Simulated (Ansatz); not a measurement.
## Pressure series of C (Fd-3m)

```
C
1.0
     1.78014    1.78014    0.00000
    -1.78014    1.78014    0.00000
     0.00000    1.78014    1.78014
C
2
Direct
  0.50000 0.50000 0.00000
  0.75000 0.25000 0.50000
```

This is the zero-pressure cell under r²SCAN. Cell and atoms are relaxed by PAW (default files of Ansatz 0.2.0, cutoff 500 eV, stress met within about 0.05 GPa) at each pressure, in this structure whether or not another phase would take over; P is the pressure reached, less that of this cell. Levels come from r²SCAN, PAW on Ansatz 0.2.0's default frozen-core files (fitted under PBE), scalar-relativistic; k mesh 12×12×12, fixed occupations, cutoff 500 eV. Conduction levels are in eV over the valence top (at Γ), at fixed fractional wave vectors («min» is a refined band extremum of the unstrained crystal off the named points). Zone-centre phonons come from finite displacements by PAW.

```tsv
P (GPa)	V/V₀	min	X	Γ	L	T2g (cm⁻¹)
-2.00	1.0045	4.351	5.024	5.883	8.920	1318.2
0.00	1.0000	4.361	5.034	5.895	8.940	1324.0
2.00	0.9956	4.372	5.044	5.908	8.959	1329.7
4.01	0.9913	4.382	5.054	5.920	8.977	1335.3
7.00	0.9850	4.397	5.068	5.938	9.005	1343.6
10.01	?	?	?	?	?	?
15.01	0.9690	4.436	5.105	5.985	9.075	1365.2
```

**Question.** Fit the third-order Birch-Murnaghan equation to the rows shown.

**Answer.** With f = [(V₀/V)^(2/3) − 1]/2, the normalised pressure F = P/[3f(1 + 2f)^(5/2)] is 451.1 GPa at f = -0.0015, 450.8 GPa at f = 0.0015, 450.1 GPa at f = 0.0029, 449.6 GPa at f = 0.0051, 448.2 GPa at f = 0.0106. The line F = B₀[1 + (3/2)(B′ − 4)f] gives B₀ = 450.9 GPa and B′ = 3.6.

**Question.** What are the volume deformation potentials and pressure coefficients of these levels at zero pressure?

**Answer.** 

| level | dE/dlnV (eV) | dE/dP = −(dE/dlnV)/B₀ (meV/GPa) | mean slope up to 2.0 GPa (meV/GPa) |
| --- | --- | --- | --- |
| min | -2.35 | 5.2 | 5.2 |
| X | -2.27 | 5.0 | 5.0 |
| Γ | -2.83 | 6.3 | 6.2 |
| L | -4.31 | 9.6 | 9.5 |

dE/dlnV is the slope of a cubic fit in ln V at V₀. The last column is read from two rows and shows how the slope bends with pressure.

**Question.** What mode Grüneisen parameters follow?

**Answer.** γ = −d ln ω/d ln V at V₀ from a quadratic fit in ln V: T2g 0.98.

**Question.** What belongs in the row at 10.01 GPa?

**Answer.** The fits give V/V₀ = 0.9789 and min = 4.412 eV. Computed: V/V₀ = 0.9789, min = 4.412, X = 5.082, Γ = 5.956, L = 9.032, T2g (cm⁻¹) = 1351.8.

Known limits: no other phase was computed; many crystals of this kind change structure within this range, and rows or crossings beyond such a change describe a metastable lattice; frozen-core PAW files fitted under PBE, their cores solved anew for the functional of the run; semilocal gaps are low, and the spacing of valleys can be off by tenths of an eV; levels are read at fixed fractional k, so an edge that moves off these points is missed.
